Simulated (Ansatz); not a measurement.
Step by step: BiAs, relaxation of cell and atoms

Computed with Ansatz 0.2.0, DFT, PBE, PAW with Ansatz's default frozen-core files, scalar-relativistic.

Command: `ansatz run input.yaml --threads 1 --pin off --max-ram 2048MiB --backend cpu --events-out ev --progress --plain --runs-dir out` The run took 31 s on 1 thread of Arm Neoverse V1, with other jobs on the host, peak memory 0.4 GiB.

```yaml
crystal:
  lattice:
    - [0.0, 3.2195088072, 3.2195088072]
    - [3.2195088072, 0.0, 3.2195088072]
    - [3.2195088072, 3.2195088072, 0.0]
  atoms:
    - { symbol: As, position: [0.0, 0.0, 0.0] }
    - { symbol: Bi, position: [0.25, 0.25, 0.25] }
kpoints:
  mp_grid: { grid: [10, 10, 10] }
scf:
  occupations: { method: fermi_dirac, width: 0.05 }
hamiltonian:
  xc: pbe
  pseudopotentials: { kind: paw }
output:
  forces: true
  stress: true
relax:
  f_tol: 0.005
  max_steps: 80
  cell: {}
```

Spin–orbit coupling is left out, though it moves levels of the heavy atoms by tenths of an eV or more.

The cell is built from the zincblende type as a first guess.

The cutoff is 420 eV; energies and pressures of the walk include the program's estimate of the Pulay term.

Each frame lists the cell vectors (Å), then Cartesian positions (Å); symmetry keeps all forces zero. Free energies count from the first step, -17252.1258 eV.

The walk took 5 evaluations in all; steps that aren't listed are left out.

Step 1: E = 0.0 meV, P = 6.01 GPa

```
cell 0.0000 3.2195 3.2195 3.2195 0.0000 3.2195 3.2195 3.2195 0.0000
As    0.0000    0.0000    0.0000
Bi    1.6098    1.6098    1.6098
```

Step 2:

```
cell 0.0000 3.3765 3.3765 3.3765 0.0000 3.3765 3.3765 3.3765 0.0000
As    0.0000    0.0000    0.0000
Bi    1.6882    1.6882    1.6882
```

Step 3: E = -144.7 meV, P = -0.14 GPa

```
cell 0.0000 3.3574 3.3574 3.3574 0.0000 3.3574 3.3574 3.3574 0.0000
As    0.0000    0.0000    0.0000
Bi    1.6787    1.6787    1.6787
```

Problem. Give the energy, pressure of step 2.

Solution. E = -140.9 meV, P = -0.75 GPa
```
As    0.0000    0.0000    0.0000
Bi    1.6882    1.6882    1.6882
```

Problem. How does the relaxation end?

Solution. It converges, with a = 6.706 Å, b = 6.706 Å, c = 6.706 Å, α = 90.00°, β = 90.00°, γ = 90.00° (conventional cell, space group F-43m). The last solve (on a basis chosen afresh for the final cell, so its energy is not quite comparable) gives E = -146.1 meV, P = 0.01 GPa:
```
cell 0.0000 3.3531 3.3531 3.3531 0.0000 3.3531 3.3531 3.3531 0.0000
As    0.0000    0.0000    0.0000
Bi    1.6766    1.6766    1.6766
```
